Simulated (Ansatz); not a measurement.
**Cs2ZrP6: reading a single point**

```yaml
crystal:
  lattice:
    - [3.40754, 5.90203, 0.00000]
    - [-3.40754, 5.90204, 0.00000]
    - [0.00000, 0.00000, 5.33262]
  atoms:
    - { symbol: Zr, position: [0.00000, 0.00000, 0.00000] }
    - { symbol: Cs, position: [0.33330, 0.33340, 0.69200] }
    - { symbol: Cs, position: [0.66670, 0.66660, 0.30800] }
    - { symbol: P, position: [0.16000, 0.68000, 0.19800] }
    - { symbol: P, position: [0.16000, 0.16000, 0.19800] }
    - { symbol: P, position: [0.68000, 0.16000, 0.19800] }
    - { symbol: P, position: [0.84000, 0.32000, 0.80200] }
    - { symbol: P, position: [0.32000, 0.84000, 0.80200] }
    - { symbol: P, position: [0.84000, 0.84000, 0.80200] }
```

Level: PBE, no spin polarisation; 420 eV; 6×6×7 Γ-centred mesh; fermi-dirac occupations (width 0.1 eV); Ansatz 0.2.0, fixed geometry.

Formation energy: 1.02 eV an atom against the elements' usual phases (free molecules for gases, crystals otherwise, with no correction for O₂ or N₂), so at this geometry it isn't bound against them. Relaxing would lower it.
Stress: The pressure is 19.8 GPa (compression positive), so with the atoms held at these fractions the cell would first expand; the forces are large, so a full relaxation may end otherwise. The principal stresses 14.1, 22.7, 22.7 GPa differ, so its shape would change too.
Charges: Bader charges in e: Cs +0.67, Zr +0.76, P -0.35. In the mean Zr gives up most and P takes most.
At the Fermi level: It is a metal, with about 5 states/eV a cell as the mean within 0.25 eV of the Fermi level, mostly P p (88 %).

Origin: a known structure type with other elements, at an estimated volume, so it need not be a known compound. Caveats: many states at the Fermi level without spin polarisation, so a magnetic state may lie lower; atoms or cell far from equilibrium.
